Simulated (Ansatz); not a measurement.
## Structure relaxation, AlRu

The start is a relaxed AlRu cell shaken by Gaussian noise of σ = 0.08 Å a coordinate. A full variable-cell relaxation at zero pressure is run with PBEsol (plane waves to 420 eV, PAW, scalar-relativistic; Ansatz, a first-principles code). First-step values are on the input's coarse k-mesh.

Ansatz input (later rounds restart from its end on a renewed k-mesh):
Ansatz 0.2 input:
```yaml
crystal:
  lattice:
    - [5.2491098888, 0, 0]
    - [0, 4.6707876704, 0]
    - [0, 0, 4.4576334095]
  atoms:
    - { symbol: Ru, position: [0.3727242953, 0.0884910416, 0.2547699483] }
    - { symbol: Ru, position: [0.3229936677, 0.4568152506, 0.7844369467] }
    - { symbol: Ru, position: [0.6506605393, 0.5401540329, 0.2533468355] }
    - { symbol: Ru, position: [0.6379363386, 0.9149193349, 0.7283734483] }
    - { symbol: Al, position: [0.8423645005, 0.077029377, 0.2422230127] }
    - { symbol: Al, position: [0.8588398965, 0.4525529655, 0.7689296552] }
    - { symbol: Al, position: [0.11931811, 0.5556266869, 0.2503251803] }
    - { symbol: Al, position: [0.1311273272, 0.9335953794, 0.7485859048] }
basis: { ecutwfc: 420, ecutrho_ratio: 4, xc_grid: 2, fft_grid_basis: typed }
kpoints: { mp_grid: { grid: [6, 7, 7] } }
hamiltonian:
  xc: pbesol
  dispersion: none
  pseudopotentials: { kind: paw }
scf: { occupations: { method: fermi_dirac, width: 0.05 } }
relax: { f_tol: 0.01, max_steps: 100, cell: { stress_tol: 0.02 } }
output: { forces: true, stress: true }
```

Task: What pressure does the first self-consistent step give?

Result: +5.2 GPa (positive: the cell is compressed).

Task: Which atoms feel the largest initial force, and how large is it?

Result: 3.23 eV/Å, on Ru2 (atoms numbered as listed).

Task: By how much does the energy per atom fall from start to end?

Result: 0.13 eV/atom.

Task: Is the parent structure recovered?

Result: The parent structure is recovered, Pbcm (No. 57).

Task: How do the shortest distances between atoms change?

Result: The closest pairs of elements (up to four, under 3.6 Å), start → end: Al–Ru 2.38 → 2.60 Å; Ru–Ru 2.56 → 2.74 Å; Al–Al 2.59 → 2.74 Å.

Task: Is the relaxed structure metallic? Give its gap.

Result: No gap (metallic).

Relaxed structure:

Space group Pbcm (No. 57); a = 5.2491 Å, b = 4.6708 Å, c = 4.4576 Å, α = β = γ = 90.00°

```json
[
 {"atom": "Ru", "site": "4d", "symmetry": "..m", "x": "0.1382", "y": "0.5706", "z": "0.2500"},
 {"atom": "Al", "site": "4d", "symmetry": "..m", "x": "0.3614", "y": "0.0686", "z": "0.2500"}
]
```

Final values are on a 9×10×11 k-mesh of the relaxed cell. No spin polarisation in the result.

The relaxed structure here is a generated cell of AlRu: the first start was made by placing the elements on the sites of a structure type, and the end was not matched to a known phase here, so it may be hypothetical.
